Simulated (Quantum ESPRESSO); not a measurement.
# Planted mistakes on one cell of SiAsF3O3

The results below are calculated, not measured. They come from pw.x of Quantum ESPRESSO 7.5, a plane-wave density functional program, with PseudoDojo standard norm-conserving files (v0.5 for PBE, v0.4.1 for LDA and PBEsol). The cells are made up: elements, strain and atom displacements were drawn at random, and nothing was relaxed. There is no spin polarisation, spin-orbit coupling or dispersion term.

The cell has 9 sites of a quartz lattice. Sites 1 to 3 hold Si As empty; sites 4 to 9 hold F O O F O F. Cell vectors in Å: (5.283, 0.000, 0.000); (-2.642, 4.575, 0.000); (0.000, 0.000, 5.862). Settings: PBE, cutoff 1143 eV, 5 x 5 x 4 k mesh shifted by half a step, Fermi-Dirac smearing of 0.025 eV.

The intended run has a self-consistency threshold of 1e-07 eV, a smearing term of 0.000 eV, a pressure of -7.57 GPa and 12 iterations. Each further run changes one thing: all lengths scaled by 1.0169; atoms of sites 1 and 2 exchanged; cutoff 652 eV; files of PBEsol; one electron added; smearing 0.49 eV; threshold 0.1 eV. A coarse mesh keeps the shift, and a charged cell sits in a uniform background.

```
run  change of free energy (eV)  smearing term -TS (eV)  change of P (GPa)  largest change of a force component (eV/Å)  iterations
  A                      27.648                   0.000            -157.26                                       0.859          12
  B                       3.823                  -0.005              18.84                                       2.009          12
  C                       0.032                   0.000               0.90                                       0.230           5
  D                      -0.135                  -0.484               1.21                                       0.575          12
  E                       0.989                  -0.002               1.47                                       3.602          15
  F                      15.853                   0.000              -2.06                                       0.391          12
  G                       0.416                   0.000              -2.98                                       1.199          13
```

A rerun of the intended cell at 1437 eV and k mesh 7 x 7 x 6 moved values by no more than 0.004 eV in the cell's energy, 0.02 GPa in stress and 0.002 eV/Å in force.

Question: which change belongs to which run?

## Worked reading

Run C has the fewest iterations, as a run stopped early does. Run D has the largest smearing term, as wide smearing gives. Run A has a higher energy and the largest fall in pressure, as too small a basis gives. Run G changes the volume by a factor of 1.0516; minus its pressure change over the logarithm of that factor, 59 GPa, is a rough bulk modulus with clamped atoms. Energies from files of another functional, or of a charged cell, have another zero and say nothing on stability; the pressure of a charged cell rests on the program's zero of potential too.

## Key

| run | change |
| --- | --- |
| A | cutoff 652 eV |
| B | one electron added |
| C | threshold 0.1 eV |
| D | smearing 0.49 eV |
| E | atoms of sites 1 and 2 exchanged |
| F | files of PBEsol |
| G | all lengths scaled by 1.0169 |